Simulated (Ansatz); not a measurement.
Sn2Pt (fluorite or antifluorite type, space group No. 225) under volume change, the program Ansatz at the LDA level (PAW), scaled uniformly.

```csv
V (Å³/atom),E − E(relaxed) (meV/atom),P (GPa)
19.905,77.5,13.98
20.561,32.1,8.39
21.217,7.5,3.78
21.873,0.0,0.00
22.530,(withheld),(withheld)
23.186,(withheld),(withheld)
23.842,52.1,-7.74
```

### Question
Some entries are withheld; supply them.

### Answer

- 22.530, E − E(relaxed) (meV/atom): 6.5
- 22.530, P (GPa): -3.09
- 23.186, E − E(relaxed) (meV/atom): 24.6
- 23.186, P (GPa): -5.63

### Question
What does a third-order Birch–Murnaghan fit give for V₀, B₀ and B′?

### Answer
V₀ = 21.87 Å³/atom, B₀ = 114 GPa, B′ = 5.6.

Space group Fm-3m (fluorite or antifluorite type). The workflow started from a Materials Project entry (that database holds measured and hypothetical structures alike); the Crystallography Open Database files this formula in space group No. 225, but the cells were not matched. Its standing as an ambient phase is unchecked. The LDA relaxation kept the symmetry of its start; of distortions, only those at the zone centre were tested. No spin polarisation was allowed. Scalar-relativistic: spin–orbit coupling is off unless named, which matters more the heavier the elements.

Potentials: the later of the program's two PAW sets.
